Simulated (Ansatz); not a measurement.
## SiC with Ta replacing Si: gradients before and after relaxing the atoms

Start: a supercell of SiC (wurtzite type, P6_3mc) built from an entry of the Crystallography Open Database (COD), with all atoms left at the host's positions.

```cif
data_TaSi15C16
_symmetry_space_group_name_H-M 'P3m1'
_symmetry_Int_Tables_number 156
_cell_length_a 6.1520
_cell_length_b 6.1520
_cell_length_c 10.0960
_cell_angle_alpha 90.000
_cell_angle_beta 90.000
_cell_angle_gamma 120.000
loop_
_atom_site_label
_atom_site_type_symbol
_atom_site_symmetry_multiplicity
_atom_site_Wyckoff_symbol
_atom_site_fract_x
_atom_site_fract_y
_atom_site_fract_z
Ta Ta 1 a 0.0000 0.0000 0.0000
Si2 Si 1 a 0.0000 0.0000 0.5000
Si3 Si 3 d 0.0000 0.5000 0.0000
Si4 Si 3 d 0.0000 0.5000 0.5000
Si9 Si 3 d 0.1667 0.8333 0.2500
Si10 Si 3 d 0.1667 0.8333 0.7500
Si15 Si 1 c 0.6667 0.3333 0.2500
Si16 Si 1 c 0.6667 0.3333 0.7500
C17 C 1 a 0.0000 0.0000 0.1925
C18 C 1 a 0.0000 0.0000 0.6925
C19 C 3 d 0.0000 0.5000 0.1925
C20 C 3 d 0.0000 0.5000 0.6925
C25 C 3 d 0.1667 0.8333 0.4425
C26 C 3 d 0.1667 0.8333 0.9425
C31 C 1 c 0.6667 0.3333 0.4425
C32 C 1 c 0.6667 0.3333 0.9425
```

One atom of each set is listed.

All values are calculated (Ansatz; DFT, PBE, plane waves and PAW, scalar-relativistic, 420 eV cutoff, Γ-centred 4×4×2 k-points, Fermi–Dirac smearing 0.01 eV, cell charge +1), not measured.

The largest force at the start is 5.5 eV/Å. Relaxing the ions at fixed cell moves them by 0.139 Å at most (atom 30, C) and 0.055 Å rms.

```json
{"site": "Ta", "moved (Å)": "0.009", "first shell before": "4 C at 1.87–1.94 Å", "first shell after": "4 C at 2.00–2.02 Å", "V_zz before (10²¹ V/m²)": "7.86", "η before": "0.00"}
{"site": "Si2", "moved (Å)": "0.024", "first shell before": "4 C at 1.87–1.94 Å", "first shell after": "4 C at 1.88–1.92 Å", "V_zz before (10²¹ V/m²)": "2.17", "η before": "0.00"}
{"site": "Si3", "moved (Å)": "0.040", "first shell before": "4 C at 1.87–1.94 Å", "first shell after": "4 C at 1.86–1.89 Å", "V_zz before (10²¹ V/m²)": "-1.34", "η before": "0.01"}
{"site": "Si4", "moved (Å)": "0.023", "first shell before": "4 C at 1.87–1.94 Å", "first shell after": "4 C at 1.88–1.89 Å", "V_zz before (10²¹ V/m²)": "2.02", "η before": "0.03"}
{"site": "Si9", "moved (Å)": "0.067", "first shell before": "4 C at 1.87–1.94 Å", "first shell after": "4 C at 1.88 Å", "V_zz before (10²¹ V/m²)": "1.27", "η before": "0.96"}
{"site": "Si10", "moved (Å)": "0.036", "first shell before": "4 C at 1.87–1.94 Å", "first shell after": "4 C at 1.87–1.89 Å", "V_zz before (10²¹ V/m²)": "3.45", "η before": "0.04"}
{"site": "Si15", "moved (Å)": "0.035", "first shell before": "4 C at 1.87–1.94 Å", "first shell after": "4 C at 1.88–1.89 Å", "V_zz before (10²¹ V/m²)": "1.35", "η before": "0.00"}
{"site": "Si16", "moved (Å)": "0.016", "first shell before": "4 C at 1.87–1.94 Å", "first shell after": "4 C at 1.88–1.91 Å", "V_zz before (10²¹ V/m²)": "2.06", "η before": "0.00"}
{"site": "C17", "moved (Å)": "0.088", "first shell before": "3 Si at 1.87 Å, 1 Ta at 1.94 Å", "first shell after": "3 Si at 1.88 Å, 1 Ta at 2.02 Å", "V_zz before (10²¹ V/m²)": "-1.82", "η before": "0.00"}
{"site": "C26", "moved (Å)": "0.139", "first shell before": "3 Si at 1.87–1.94 Å, 1 Ta at 1.87 Å", "first shell after": "3 Si at 1.86–1.89 Å, 1 Ta at 2.00 Å", "V_zz before (10²¹ V/m²)": "-1.78", "η before": "0.02"}
```

Q: What are V_zz and η after the relaxation?

A: 

| site | V_zz after | η after | change of V_zz |
| --- | --- | --- | --- |
| Ta | 0.056 | 0.00 | -7.80 |
| Si2 | 1.09 | 0.00 | -1.08 |
| Si3 | 1.51 | 0.25 | – |
| Si4 | 0.41 | 0.41 | -1.61 |
| Si9 | 1.24 | 0.54 | -0.03 |
| Si10 | 2.15 | 0.35 | -1.30 |
| Si15 | -0.32 | 0.00 | -1.67 |
| Si16 | 0.82 | 0.00 | -1.24 |
| C17 | -1.61 | 0.00 | +0.21 |
| C26 | -1.59 | 0.07 | +0.19 |

The largest change of V_zz along a kept axis is on Ta, from 7.86 to 0.056. In per cent, |V_zz| changes by -99 on Ta, -80 to -2 on Si, -12 to -11 on C (all sites that start above 0.5, bar those whose gradient vanishes or changes sign or whose main axis turns by over 40°). Where |V_zz| stays above 0.1 and the axes keep their order, η moves most on Si4, from 0.03 to 0.41. On Si9 V_xx and V_yy change places (or their axes turn by over 50°), so the two values of η hide a larger change. V_zz changes sign on Si15 (same axis). On Si3 the largest principal value lies along another axis in the second run, so the two V_zz can't be compared directly. The table leaves out 6 of the 16 sites, with |V_zz| up to 0.49; their tensors move by 0.31 at most along any direction. The statements above cover all sites. The host's own positions weren't relaxed first, so part of the change far from the defect can be the host's relaxation.

The defect repeats with the cell of 32 atoms, so it feels its images: sites between two images don't show the values beside a lone defect, and zeros or small values of η there can come from the images' arrangement. C and Si carry a gradient in the pure host already, so the values there aren't the defect's effect alone. A uniform background compensates the cell's charge. Without spin–orbit coupling the gradients at and beside Ta can be off by some per cent, at some sites by more. With these PAW files V_zz is typically within 2 to 3 % of all-electron values, but misses above 10 % occur on Ta.
Before: The cell keeps the host's lattice, where the PBE pressure is 14 GPa (in a charged cell this depends on the convention for the mean potential). The neighbours have not yet relaxed around the defect (largest force 5.5 eV/Å), so the values at and beside it are those of a strained start, not of the defect in a real crystal.
After: The relaxation keeps the site symmetry 3m of the start, so the impurity can move only along its axis; a start off the site could end lower. The cell keeps the host's lattice, where the PBE pressure is 11 GPa (in a charged cell this depends on the convention for the mean potential).
